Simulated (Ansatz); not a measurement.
Li$_{3}$Au: zone-centre modes under pressure

Li$_{3}$Au, Fm-3m, a = 6.101 Å. The structure is a COD entry; whether it is the stable form wasn't checked. Ansatz: LDA, PAW, 420 eV, Γ-centred 12×12×12 mesh on 4 atoms, Fermi-Dirac smearing 0.15 eV; no spin polarisation. Cell and atoms are relaxed at each pressure with the symmetry kept; optical modes at Γ by linear response, in cm⁻¹, matched by rank (the highest 3 distinct ones).

| P (GPa) | V (Å³/atom) | ω1 | ω2 | ω3 |
| --- | --- | --- | --- | --- |
| 0 | 14.194 | 186.0 | 388.1 | 391.8 |
| 5 | 12.880 | 230.4 | 427.2 | 440.8 |
| 15 | 11.345 | ? | ? | ? |

Question: Get each mode's Grüneisen parameter γ = −d ln ω/d ln V from the other rows and predict the missing frequencies.

Answer: ln(V/V0) = 0.0000, -0.0971, -0.2240; a line through ln(ω/ω0) of the 2 known rows gives ω1: γ = 2.205, predicted 304.8, computed 291.9; ω2: γ = 0.989, predicted 484.3, computed 482.6; ω3: γ = 1.214, predicted 514.2, computed 509.7. The worst miss is 4.4 %: γ isn't constant over this range, and modes matched by rank may have crossed. In a metal these frequencies hang on the mesh and smearing.

The mesh isn't the same in all rows (12×12×12, 14×14×14). Spin–orbit coupling is left out, which can shift energies with elements as heavy as these.